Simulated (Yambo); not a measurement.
```
CELL_PARAMETERS angstrom
      5.28604     0.00000     0.00000
     -2.64302     4.57784     0.00000
      0.00000     0.00000     8.62942
ATOMIC_POSITIONS crystal
  O  0.02146 0.51073 0.49543
  O  0.51073 0.02146 0.99543
  O  0.48927 0.51073 0.49543
  O  0.97854 0.48927 0.99543
  O  0.48927 0.97854 0.49543
  O  0.51073 0.48927 0.99543
  O  0.33333 0.66667 0.26155
  O  0.66667 0.33333 0.76155
  Al 0.33333 0.66667 0.06195
  Al 0.66667 0.33333 0.56195
  P  0.66667 0.33333 0.93699
  P  0.33333 0.66667 0.43699
```

Response from Yambo on LDA (pw.x of Quantum ESPRESSO, ONCV potentials, without SOC) bands: 3×3×2 mesh, 154 bands, 3 Ry local-field block, 0.2 eV broadening.

Question: Give the static electronic dielectric constant without and with local fields along each axis.

Answer: 
| field along | ε(0), independent particles | ε(0), RPA with local fields | refractive index √ε |
|---|---|---|---|
| x | 2.13 | 1.98 | 1.41 |
| z | 2.12 | 1.98 | 1.41 |
Electronic (clamped-ion) response only. LDA gaps are usually too small, which raises these values. Convergence of the RPA response with its 3×3×2 mesh was not tested. x, y and z are Cartesian axes of the cell as given.

Geometry of the Materials Project entry, not relaxed at this level.
